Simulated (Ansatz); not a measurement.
# Li₂ScPCO₇ — 45Sc NMR of the central transition

Cell: a Materials Project structure (computed, not necessarily an observed phase).

Space group P2_1/m (No. 11); a = 5.0228, b = 6.5775, c = 8.6039 Å, β = 90.95°.

| site | Wyckoff | site symmetry | x | y | z |
| --- | --- | --- | --- | --- | --- |
| Li | 4f | 1 | 0.2248 | 0.9977 | 0.7811 |
| Sc | 2e | m | 0.7750 | 0.2500 | 0.6497 |
| P | 2e | m | 0.7136 | 0.7500 | 0.5799 |
| C | 2e | m | 0.7369 | 0.2500 | 0.9478 |
| O11 | 2e | m | 0.2936 | 0.7500 | 0.9056 |
| O12 | 2e | m | 0.9701 | 0.2500 | 0.8821 |
| O13 | 2e | m | 0.5318 | 0.2500 | 0.8490 |
| O14 | 4f | 1 | 0.8181 | 0.9397 | 0.6656 |
| O16 | 2e | m | 0.1910 | 0.2500 | 0.5931 |
| O17 | 2e | m | 0.4031 | 0.7500 | 0.5728 |

One atom of each set is listed.

Computed with Ansatz: DFT, PBE, plane waves and PAW, scalar-relativistic, 420 eV cutoff, Γ-centred 4×3×3 k-points, Fermi–Dirac smearing 0.02 eV.

45Sc has I = 7/2 and Q = -220.0 mb (Pyykkö 2018); at 23.5 T its Larmor frequency is ν₀ = 243.4 MHz. Only the quadrupole interaction is simulated: positions count from each site's isotropic chemical shift, and J coupling is left out, as are shift anisotropy and dipolar coupling, which fast spinning averages.

Question: Simulate the second-order pattern (fast magic-angle spinning, Gaussian broadening 0.4 kHz) of site Sc (6 O at 2.06–2.21 Å).

Answer: The calculation gives C_Q = -21.1 MHz and η = 0.51, so ν_Q = 1.51 MHz and the centre of gravity lies at -20.8 ppm (-5.07 kHz).

offset (kHz), height and a bar:
```
   -12.81          0 
   -12.47          0 
   -12.14          5 #
   -11.80          8 ###
   -11.46          9 ###
   -11.12          9 ###
   -10.78          9 ###
   -10.45          9 ###
   -10.11         10 ###
    -9.77         16 #####
    -9.43         27 ########
    -9.09         30 #########
    -8.76         32 ##########
    -8.42         34 ##########
    -8.08         36 ###########
    -7.74         40 ############
    -7.40         44 #############
    -7.07         56 #################
    -6.73         95 #############################
    -6.39        100 ##############################
    -6.05         79 ########################
    -5.71         72 ######################
    -5.38         70 #####################
    -5.04         70 #####################
    -4.70         72 ######################
    -4.36         78 #######################
    -4.02         93 ############################
    -3.69         96 #############################
    -3.35         76 #######################
    -3.01         66 ####################
    -2.67         59 ##################
    -2.33         54 ################
    -2.00         51 ###############
    -1.66         48 ##############
    -1.32         45 ##############
    -0.98         43 #############
    -0.64         37 ###########
    -0.31         13 ####
     0.03          1 
     0.37          0
```

The largest force is 0.5 eV/Å, so the atoms aren't at the calculated equilibrium and relaxing them would move these values.
